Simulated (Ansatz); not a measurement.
CeB₂Rh₃ in space group P6/mmm (No. 191; Rh on 3g, B on 2c, Ce on 1a), PBE in the plane-wave PAW code Ansatz, all energies at zero smearing, with the estimated change up to a 700 eV cutoff added, with one set of potentials and settings (totals compare only within such a set). Cell of 6 atoms (3 Rh, 2 B, 1 Ce): -26100.230 eV.

| element | reference phase | E (eV/atom) |
|---|---|---|
| Rh | Fm-3m, 1 atoms in the cell | -6402.8911 |
| B | R-3m, 12 atoms in the cell | -155.9161 |
| Ce | Fm-3m, 1 atoms in the cell | -6575.5970 |

Formation energy per atom, worked out: (-26100.230 − 3×(-6402.8911) − 2×(-155.9161) − 1×(-6575.5970))/6 = -0.688 eV/atom (-66 kJ per mol of atoms), at 0 K, without zero-point energy or fitted corrections.

The workflow started from an entry of the Crystallography Open Database (COD). Its standing as an ambient phase is unchecked. Symmetry was held in the PBE relaxation; its stability against distortions is not shown here. Spin order of the final state: ferromagnetic, the only order run, not a proven ground state. The 4f shell is in the valence, and the state reached may lie above the lowest one. No Hubbard U is applied. The references are the lowest solids computed at this level, not always the standard phases. Scalar-relativistic: spin–orbit coupling is off unless named, which matters more the heavier the elements.

Potentials: the later of the program's two PAW sets.
